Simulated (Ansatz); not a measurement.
Starting cell, Ta (bcc, W type):

```
Ta
1.0
   -3.30485     3.30485     3.30485
    1.65242    -1.65242     1.65242
    1.65242     1.65242    -1.65242
Ta
2
Direct
  0.00000   0.00000   0.00000
  0.50000   0.00000   0.00000
```

The atoms are displaced by Q × the pattern below (from a DFPT mode at N = (0.5, 0.0, 0.0), largest move 1; Q in Å), at fixed cell. (q is in reciprocal vectors of the primitive cell; the cell shown is doubled to hold the pattern.)

| atom | x | y | z |
|---|---|---|---|
| Ta1 | 0.000 | -0.707 | -0.707 |
| Ta2 | 0.000 | 0.707 | 0.707 |

These are r2SCAN (plane waves to 500 eV, PAW, scalar-relativistic; Ansatz, a program for electronic structure) values and carry that method's errors. k mesh 10×20×20 (Γ-centred), Fermi-Dirac smearing 0.05 eV. Energies are smeared free energies. Compression counts positive. Left out: 4 of 13 points, with atoms too close for the PAW data. With partly filled bands, energies and forces of such displacements shift with the k mesh and the smearing. Spin-orbit coupling is left out, though Ta is heavy. Ta is run without spin polarisation. Ta was relaxed with its symmetry unable to fall. ΔE is measured from the undisplaced structure.

| Q (Å) | ΔE (eV/cell) | −dE/dQ from forces (eV/Å) | P (GPa) |
|---|---|---|---|
| -0.187 | 0.617 | 7.589 | 11.5 |
| -0.140 | 0.321 | 5.159 | 6.5 |
| -0.093 | 0.130 | 3.094 | 2.9 |
| -0.047 | 0.029 | 1.324 | 0.7 |
| 0.000 | 0.000 | 0.000 | 0.0 |
| 0.047 | 0.029 | -1.324 | 0.7 |
| 0.093 | 0.130 | -3.094 | 2.9 |
| 0.140 | 0.321 | -5.159 | 6.5 |
| 0.187 | 0.617 | -7.589 | 11.5 |

Summary:

* **Energy at Q = 0.187 Å**: 617 meV/cell
* **Space group of the distorted cell**: Cmme (No. 67), lowered from Im-3m
* **Symmetry of the curve**: even: the same for both signs
* **Shape of the curve**: a single well with its minimum at or next to zero displacement
* **Harmonic wavenumber from the curvature (finite differences)**: 142 cm⁻¹

(For displaced atoms, the force is minus the slope of the energy, and its curvature is a force constant, which sets phonon frequencies.)
